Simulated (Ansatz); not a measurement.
Density of states of a Cu₃P₁₄Pd₂Au cell (a random packing after short dynamics, relaxed), per eV and atom, broadened by Gaussian smearing of width 0.1 eV and averaged over bins of 0.2 eV, from 8 eV under the Fermi level at most up to where the solved bands end.

Level of theory: DFT PBE, scalar-relativistic, plane waves, PAW in Ansatz.

Cutoff 420 eV; k points 5×5×5 on the computed 20-atom cell (Γ-centred); Gaussian smearing, width 0.10 eV; no spin polarisation.

```xyz
20
Lattice="7.7362 0.2635 0.4534 0.2539 7.2182 -0.2565 0.4393 -0.2481 6.6214" Properties=species:S:1:pos:R:3 pbc="T T T"
P     3.6586    1.8787    1.5828
P     6.4666    3.3216    4.7046
P     5.9024    4.4177    2.7559
P     3.5843    6.5650    4.9524
P     0.7810    2.1266    0.1509
P     4.8052    1.8640    4.9235
P     1.6714    0.8177    1.7782
P     7.6384    0.7251    6.0659
P     2.3407    2.9271    3.0805
P     7.5982    5.8314    2.6931
P     5.1513    0.8663    2.9509
P     4.3632    6.1018    2.9292
P     2.2582    5.0161    5.6074
P     1.4243    4.2455    1.5899
Cu    0.5791    1.6330    3.7693
Cu    7.6463    6.3583    0.4135
Cu    2.7100    2.7264    5.2579
Pd    5.3813    0.0798    6.3334
Pd    3.0495    5.8390    0.9769
Au    5.9799    4.5102    6.7062
```

```tsv
E − E_F (eV)	total	P 3p	Cu 3d	Pd 4d	Au 5d
-7.95	0.116	0.038	0.004	0.005	0.001
-7.75	0.071	0.028	0.002	0.003	0.001
-7.55	0.217	0.084	0.005	0.011	0.004
-7.35	0.192	0.070	0.005	0.013	0.004
-7.15	0.016	0.006	0.000	0.001	0.000
-6.95	0.000	0.000	0.000	0.000	0.000
-6.75	0.002	0.002	0.000	0.000	0.000
-6.55	0.187	0.142	0.006	0.009	0.004
-6.35	0.439	0.332	0.014	0.024	0.010
-6.15	0.374	0.277	0.014	0.028	0.011
-5.95	0.385	0.282	0.016	0.029	0.015
-5.75	0.457	0.324	0.025	0.042	0.018
-5.55	0.551	0.376	0.031	0.064	0.024
-5.35	0.576	0.374	0.037	0.079	0.033
-5.15	0.611	0.379	0.054	0.087	0.044
-4.95	0.784	0.431	0.082	0.132	0.080
-4.75	0.894	0.444	0.102	0.168	0.113
-4.55	0.887	0.392	0.114	0.170	0.147
-4.35	0.933	0.361	0.152	0.188	0.165
-4.15	0.952	0.323	0.202	0.173	0.191
-3.95	1.183	0.350	0.305	0.172	0.289
-3.75	1.265	0.351	0.427	0.167	0.257
-3.55	1.241	0.323	0.517	0.179	0.157
-3.35	1.259	0.261	0.624	0.217	0.101
-3.15	1.451	0.267	0.760	0.283	0.083
-2.95	1.434	0.250	0.751	0.291	0.082
-2.75	1.411	0.234	0.712	0.293	0.105
-2.55	1.389	0.256	0.607	0.337	0.110
-2.35	1.177	0.276	0.442	0.294	0.079
-2.15	1.007	0.310	0.318	0.226	0.060
-1.95	0.784	0.299	0.198	0.158	0.043
-1.75	0.671	0.292	0.130	0.129	0.033
-1.55	0.647	0.309	0.107	0.109	0.027
-1.35	0.589	0.298	0.086	0.092	0.021
-1.15	0.531	0.287	0.071	0.070	0.019
-0.95	0.563	0.317	0.068	0.068	0.021
-0.75	0.536	0.313	0.058	0.059	0.020
-0.55	0.439	0.269	0.047	0.042	0.012
-0.35	0.433	0.266	0.046	0.040	0.009
-0.15	0.360	0.227	0.031	0.030	0.007
0.05	0.344	0.219	0.027	0.028	0.006
0.25	0.228	0.146	0.018	0.018	0.003
0.45	0.173	0.111	0.012	0.011	0.002
0.65	0.277	0.180	0.018	0.020	0.002
0.85	0.256	0.161	0.012	0.022	0.002
1.05	0.318	0.199	0.011	0.029	0.003
1.25	0.298	0.187	0.008	0.023	0.002
1.45	0.376	0.240	0.009	0.019	0.002
1.65	0.380	0.243	0.008	0.016	0.002
1.85	0.485	0.311	0.010	0.018	0.002
```

The columns after the total are the largest Löwdin projections on the valence shells of the potentials, so they needn't add up, and the weight of a shell that a potential lacks goes to other orbitals. The cell has no gap on the mesh.

Spin-orbit coupling is left out, which matters for the bands of heavy elements.

Cost: 2 runs of about 27 core-minutes in all (earlier runs that led there not counted), on Arm Neoverse V1 (shared hosts).